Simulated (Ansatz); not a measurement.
GaSb:
```
GaSb
1.0
    3.94723     0.00000     0.00000
   -1.97362     3.41840     0.00000
    0.00000     0.00000     7.25660
Ga Sb
2 2
Direct
  0.00000   0.00000   0.00000
  0.00000   0.00000   0.50000
  0.33333   0.66667   0.25000
  0.66667   0.33333   0.75000
```

Relaxed with PBE. Special points in fractions of this cell's reciprocal vectors: Γ (0.000, 0.000, 0.000); M (0.500, 0.000, 0.000); K (0.333, 0.333, 0.000); A (0.000, 0.000, 0.500); L (0.500, 0.000, 0.500); H (0.333, 0.333, 0.500).

Problem. List the band energies nearest the Fermi level at these points for the program Ansatz at the PBE level (PAW).

Solution. In eV from the Fermi level; about four levels below and three above (degenerate sets whole), none deeper than 8.9 eV; points with the same levels are listed once.

```tsv
k	below	above
Γ	-7.54 -0.79 -0.77	0.60 0.60 1.16 1.16
M	-4.93 -4.50 -3.64 -1.70	0.60 1.07 1.17
K	-2.94 -2.94 -2.59 -2.59	4.07 4.19 5.22 5.22
A	-4.98 -4.98	0.89 0.89 0.89 0.89
L	-1.30 -1.30 -0.94 -0.94	3.05 3.05 5.24 5.24
H	-0.43 -0.43 -0.33 -0.33	1.74 1.74 7.07 7.07
```

Space group P6_3/mmc (NiAs type). The start of the workflow was typed in or built on a structure type; neither database checked (COD, Materials Project) lists it. It is not the phase usual at ambient conditions (space group No. 216). The PBE relaxation kept the symmetry of its start; whether a distortion lowers the energy is not shown. Spin–orbit coupling is left out wherever it is not named.

Potentials: the earlier of the program's two PAW sets.
